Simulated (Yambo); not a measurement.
Yambo run on TiO2 (space group I4/m, No. 87). The wavefunctions are PBEsol (Quantum ESPRESSO, PseudoDojo norm-conserving, 84 Ry, no spin-orbit coupling) ones on a 4×4×4 mesh (48 occupied bands); a = b = c = 6.436 Å, α = β = 94.93°, γ = 145.89°.

Yambo input:

```
rim_cut
gw0
dyson
el_el_corr
HF_and_locXC
cohsex
em1s
RandQpts= 1000000
RandGvec= 1 Ry
EXXRLvcs= 84 Ry
VXCRLvcs= 336 Ry
Chimod= "HARTREE"
% BndsRnXs
 5 | 177 |
%
NGsBlkXs= 6 Ry
% LongDrXs
 1.0 | 1.0 | 1.0 |
%
ExtendOut
% QPkrange
 1 | 1 | 48 | 49 |
 13 | 13 | 48 | 48 |
%
```

k points by index: 1 = Γ, 13 = M.

Resulting energies as the program prints them:

```
#    K-point    Band    Eo [eV]    E [eV]    E-Eo [eV]    Vxc [eV]    Vnlxc [eV]    Sc|Eo [eV]    Re(Z)    Im(Z)
#
    1    48    -0.700269    -2.535392    -1.835123    -19.24061    -24.33887    3.263136    1.000000    0.000000
    1    49    1.592067    1.832386    0.240320    -18.71220    -11.54000    -6.931871    1.000000    0.000000
    13    48    0.000000    -1.648830    -1.648830    -20.05485    -24.90262    3.198941    1.000000    0.000000
```
(The two width columns are left out.) Convergence of these settings isn't established.

Geometry of the Materials Project entry, not relaxed at this level.

This is not the ordinary phase of the substance; no match was found in the copy of COD used, and its stability was not checked.
